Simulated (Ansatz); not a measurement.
## Cu: energy along a strain

Cu, I4/mmm, a = 2.886 Å, c = 2.752 Å (as given, not relaxed at this level: 0.3 GPa). This isn't the element's structure at ambient conditions. Ansatz: r2SCAN, PAW, 500 eV, Γ-centred 24×24×24 mesh on 1 atom, Gaussian smearing 0.15 eV; no spin polarisation. Cell vectors (Å): -1.443 1.443 1.376; 1.443 -1.443 1.376; 1.443 1.443 -1.376. The cell is strained by x per cent times the pattern (0 0 0 1 0 0) in the order xx yy zz yz xz xy (engineering shears), with fractional coordinates held. y is the free energy over the start, V0 = 11.458 Å³/atom. Symmetry makes y even in x.

```tsv
x (%)	y (meV/atom)
-2.00	?
-1.00	0.34
0.00	0.00
0.25	0.02
0.50	0.08
0.75	0.19
1.25	0.53
1.50	0.76
1.75	1.03
```

Problem. Fit y = c2 x² + c4 x⁴ to the other rows, get the stiffness along the pattern, and predict the missing energy.

Solution. Least squares on the rows shown. y = 0.3405 x² − 0.001289 x⁴. The clamped-ion stiffness p·C·p = 2 × 3.405 eV × 160.2 / 11.458 Å³ = 95 GPa, which is C44 in these axes. At x = -2.00 the fit asked for gives 1.34 meV/atom. The run gave 1.35 meV/atom, so the fit is 0.01 meV/atom too low, a small miss on the scale of the series.